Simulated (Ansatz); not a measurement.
C:
```
CELL_PARAMETERS angstrom
      0.00000     3.74479     3.74479
      3.74479     0.00000     3.74479
      3.74479     3.74479     0.00000
ATOMIC_POSITIONS crystal
  C  0.57055 0.28836 0.57055
  C  0.96164 0.67945 0.67945
  C  0.57055 0.57055 0.28836
  C  0.67945 0.96164 0.67945
  C  0.57055 0.57055 0.57055
  C  0.67945 0.67945 0.67945
  C  0.28836 0.57055 0.57055
  C  0.67945 0.67945 0.96164
```

Relaxed with PBEsol. Special points in fractions of this cell's reciprocal vectors: Γ (0.000, 0.000, 0.000); X (0.500, 0.000, 0.500); U (0.625, 0.250, 0.625); K (0.375, 0.375, 0.750); L (0.500, 0.500, 0.500); W (0.500, 0.250, 0.750).

List the band energies nearest the valence-band maximum at these points for PBEsol in the plane-wave PAW code Ansatz.

In eV from the valence-band maximum; about four levels below and three above (degenerate sets whole), none deeper than 8.9 eV; points with the same levels are listed once.

```csv
k,below,above
Γ,-5.79 -5.79 0.00 0.00,2.25 2.25 2.25
X,-4.00 -4.00 -2.89 -2.89,3.26 3.26 4.44 4.44
U,-4.12 -3.57 -3.45 -2.62,3.21 3.60 4.25
L,-4.76 -4.76 -1.79 -1.79,2.29 3.05 3.94 3.94
W,-3.75 -3.75 -3.17 -3.17,3.55 3.55 4.43 4.43
```

Space group Fd-3m. The start of the workflow was typed in or built on a structure type. Its sites differ from those of the usual phase in this space group: another stacking or structure type. Symmetry was held in the PBEsol relaxation; whether a distortion lowers the energy is not shown.

Potentials: the earlier of the program's two PAW sets. The files were generated under PBE; for other functionals the program regenerates the frozen cores, and for LDA and PBEsol the local potential too.
